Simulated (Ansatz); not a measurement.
# Fields on a plane of CaIn2Au (space group Cmcm)

```yaml
crystal:
  lattice:
    - [2.25043, -5.30492, 0.00000]
    - [2.25043, 5.30492, 0.00000]
    - [0.00000, 0.00000, 7.42886]
  atoms:
    - { symbol: Ca, position: [0.92318, 0.07682, 0.75000] }
    - { symbol: Ca, position: [0.07682, 0.92318, 0.25000] }
    - { symbol: In, position: [0.63390, 0.36610, 0.94998] }
    - { symbol: In, position: [0.36610, 0.63390, 0.05002] }
    - { symbol: In, position: [0.36610, 0.63390, 0.44998] }
    - { symbol: In, position: [0.63390, 0.36610, 0.55002] }
    - { symbol: Au, position: [0.20968, 0.79032, 0.75000] }
    - { symbol: Au, position: [0.79032, 0.20968, 0.25000] }
```

The slice is a (010) plane (indices of the conventional cell) through the point (0.923, 0.077, 0.750) (fractional), spanned by u = [110] and v = [001] in vectors of this cell: u (4.50 Å) and v (7.43 Å, at 90° to u). It covers one period; positions are fractions (u, v).

Atoms on it: Ca at (0.00, 0.00). Other atoms lie within 1 Å of the plane.

These are LDA (plane waves to 420 eV, PAW, scalar-relativistic; Ansatz, an electronic-structure program) values and carry that method's errors. k mesh 11×11×7. Inside the PAW spheres the values are not all-electron values, and peaks at nuclei hang on which shells count as valence. CaIn2Au was relaxed with its symmetry unable to fall. Spin-orbit coupling is left out, though Au is heavy.

```tsv
v \ u	0.00	0.13	0.27	0.40	0.53	0.67	0.80	0.93
0.92	0.86	0.69	0.06	0.29	0.33	0.15	0.18	0.84
0.83	0.07	0.06	0.33	0.31	0.28	0.38	0.13	0.05
0.75	0.17	0.30	0.31	0.28	0.23	0.28	0.37	0.20
0.67	0.31	0.34	0.27	0.27	0.19	0.26	0.35	0.32
0.58	0.35	0.34	0.33	0.24	0.25	0.27	0.34	0.34
0.50	0.35	0.33	0.33	0.30	0.29	0.32	0.32	0.34
0.42	0.35	0.34	0.33	0.24	0.25	0.27	0.34	0.34
0.33	0.31	0.34	0.27	0.27	0.19	0.26	0.35	0.32
0.25	0.17	0.30	0.31	0.28	0.23	0.28	0.37	0.20
0.17	0.07	0.06	0.33	0.31	0.28	0.38	0.13	0.05
0.08	0.86	0.69	0.06	0.29	0.33	0.15	0.18	0.84
0.00	x	0.85	0.07	0.13	0.17	0.05	0.61	x
```

Values: electron localisation function (ELF). Points within 0.5 Å of a nucleus are blanked (x), as the pseudised field means little there.

```
|xxxx:*%@@%*:xxx|
|xxx =#%@@%#= xx|
|xx -+######+- x|
|::=+*+-..-+*+=:|
|**##+. xx .+##*|
|%%%#- xxxx -#%%|
|@@@#:xxxxxx:#@@|
|@@@#-xxxxxx-#@@|
|@@@%+ xxxx +%@@|
|#%%%#=    =#%%%|
|**#%%#+==+#%%#*|
|+*#%%%#**#%%%#*|
|**#%%#+==+#%%#*|
|#%%%#=    =#%%%|
|@@@%+ xxxx +%@@|
|@@@#-xxxxxx-#@@|
|@@@#:xxxxxx:#@@|
|%%%#- xxxx -#%%|
|**##+. xx .+##*|
|::=+*+-..-+*+=:|
|xx -+######+- x|
|xxx =#%@@%#= xx|
|xxxx:*%@@%*:xxx|
|xxxx.*@@@@*.xxx|
```
Scale: ten equal steps from 1.00 (start of ' ') to 9.40 (end of '@'), in the order ' .:-=+*#%@'. Values: electrostatic potential energy of an electron, from the cell's mean, in eV. The map has 15 points along u (one character each, u = 0 at the left) and 24 along v (v = 0 in the bottom row). Points within 1 Å of a nucleus are blanked (x), as the pseudised field means little there. Values under 1 eV are set to 1. The zero, the cell's mean, hangs on the PAW cores.
